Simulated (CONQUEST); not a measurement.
Input and output of a self-consistent single point for Sn2SeS (Pmc2_1, 8 atoms in the cell; from Materials Project mp-1218960) (CONQUEST).

All values come from this method and carry its errors: LDA (PW92), numerical atomic orbitals double-zeta with polarisation (the shipped basis), PseudoDojo norm-conserving potentials made for LDA (CONQUEST).

```xyz
8
Lattice="4.0385 0.0000 0.0000 0.0000 4.6518 0.0000 0.0000 0.0000 11.4896" Properties=species:S:1:pos:R:3 pbc="T T T"
Sn     0.0000     0.4902     7.0942
Sn     0.0000     4.1615     1.3493
Sn     2.0192     1.6680     4.3324
Sn     2.0192     2.9838    10.0772
Se     0.0000     3.5204     4.0530
Se     0.0000     1.1314     9.7978
S      2.0192     3.4634     7.4997
S      2.0192     1.1884     1.7549
```

Reference input (self-consistent single point, DFT, PBEsol, numerical atomic orbitals double-zeta with polarisation (the shipped basis), PseudoDojo norm-conserving potentials made for PBEsol): basis = DZP; Diag.MPMeshX, Y, Z = 6 5 2; potentials = PseudoDojo norm-conserving PBEsol; Grid.GridCutoff = 140 Ha; DM.SolutionMethod = diagon; Diag.MPShiftY = 0.10000000; Diag.SmearingType = 1; Diag.kT = 0.000735 Ha; Diag.MPOrder = 0; minE.SCTolerance = 1.0e-06; SC.MaxIters = 100; SC.LinearMixingFactor = 0.5. This run's input differs from it in these lines:

```diff
@@ -1,2 +1,2 @@
-# files in the folder: Sn.ion Se.ion S.ion (PseudoDojo PBEsol potentials, DZP orbitals)
+# files in the folder: Sn.ion Se.ion S.ion (PseudoDojo LDA potentials, DZP orbitals)
 # file: Conquest_input
```

Output (repeated stretches shortened):

```
    PulayMixSC: Starting Pulay mixing, A_up =  0.500 A_dn =  0.500
    PulayMixSC: Spin non-polarised calculation.
    PulayMixSC: with Kerker preconditioning, q0 =  0.100
          Harris-Foulkes Energy            :      -578.877896592975958 Ha
    PulayMixSC: Pulay iteration     1 residual:              0.11803E-02
          Harris-Foulkes Energy            :      -578.832205641132987 Ha
    PulayMixSC: Pulay iteration     2 residual:              0.42396E-03
          Harris-Foulkes Energy            :      -578.828943343571154 Ha
    PulayMixSC: Pulay iteration     3 residual:              0.17549E-03
          Harris-Foulkes Energy            :      -578.828413863803803 Ha
    PulayMixSC: Pulay iteration     4 residual:              0.35671E-04
          Harris-Foulkes Energy            :      -578.828401021343780 Ha
    PulayMixSC: Pulay iteration     5 residual:              0.74069E-05
          Harris-Foulkes Energy            :      -578.828400493547406 Ha
    PulayMixSC: Pulay iteration     6 residual:              0.17447E-05
          Harris-Foulkes Energy            :      -578.828400462935178 Ha
    PulayMixSC: Pulay iteration     7 residual:              0.57396E-06
    PulayMixSC: Reached SCF tolerance of  0.57396E-06 after      7 iterations
      | Number of electrons      =       100.000112
      |* Harris-Foulkes energy   =      -578.828400462935178 Ha
      |* DFT total energy        =      -578.828400460359489 Ha

    force: Forces on atoms (Ha/a0)
    force:  Atom   X              Y              Z
    force:     1  -0.0000000000   0.0019862886  -0.0026572527
    force:     2  -0.0000000000  -0.0019862885  -0.0026572527
    force:     3  -0.0000000000  -0.0029582839   0.0023003626
    force:     4  -0.0000000000   0.0029582840   0.0023003627
    force:     5  -0.0000000000   0.0041158064   0.0028660363
    force:     6  -0.0000000000  -0.0041158064   0.0028660363
    force:     7   0.0000000000  -0.0037193347  -0.0023876180
    force:     8  -0.0000000000   0.0037193347  -0.0023876179

    force: Maximum force :        0.00411581(Ha/a0) on atom         6 in y direction
    force: Force Residual:        0.00417545 Ha/a0
    force: Total stress:          1.66792470     2.45080047     2.19265233 GPa
    force: Average pressure:     -2.10379250 GPa

    get_E_and_F: Change in energy during last step of electronic optimisation:  0.30612E-07
```

The run converged in 7 iterations. CONQUEST prints the stress tensor with tension positive. Against the reference run the pressure goes from -0.68 to -2.10 GPa and the largest force goes from 0.341 to 0.258 eV/Å.

The program uses no crystal symmetry, so grid and mesh can part values that symmetry would make equal. The atom-centred basis is finite, which shifts total energies, pressures and forces against plane waves. The structure comes from a collection of computed structures, made at another level of theory; the collection holds predicted forms beside known ones.

Cost on one core: around 80 core-seconds (rough).
